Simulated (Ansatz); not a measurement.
Al₂Cu:
```
CELL_PARAMETERS angstrom
     -2.96806     2.96806     2.39053
      2.96806    -2.96806     2.39053
      2.96806     2.96806    -2.39053
ATOMIC_POSITIONS crystal
  Al 0.65951 0.15951 0.81902
  Al 0.84049 0.65951 0.50000
  Al 0.15951 0.34049 0.50000
  Al 0.34049 0.84049 0.18098
  Cu 0.25000 0.25000 0.00000
  Cu 0.75000 0.75000 0.00000
```

Relaxed with LDA. Special points in fractions of this cell's reciprocal vectors: Γ (0.000, 0.000, 0.000); X (0.000, 0.000, 0.500); M (-0.500, 0.500, 0.500); Z (0.412, 0.412, -0.412); Z0 (-0.412, 0.588, 0.412); P (0.250, 0.250, 0.250); N (0.000, 0.500, 0.000).

Question: List the band energies nearest the Fermi level at these points for LDA in the plane-wave PAW code Ansatz.

Answer: In eV from the Fermi level; about four levels below and three above (degenerate sets whole), none deeper than 8.9 eV; points with the same levels are listed once.

```tsv
k	below	above
Γ	-1.31 -1.31 -0.85 -0.21	0.08 1.59 1.59
X	-1.59 -1.34 -0.90 -0.69	0.87 1.30 4.70
M	-3.51 -3.41 -3.41 -1.87	2.61 2.94 2.94
Z	-3.47 -3.44 -3.44 -1.09	1.55 1.79 1.79
P	-4.21 -4.21 -3.97 -3.97	0.42 0.42 0.73 0.73
N	-3.23 -3.23 -2.71 -2.71	0.22 0.22 4.17 4.17
```

Space group I4/mcm. Symmetry was held in the LDA relaxation; of distortions, only those at the zone centre were tested. No spin polarisation was allowed.

Potentials: the later of the program's two PAW sets.
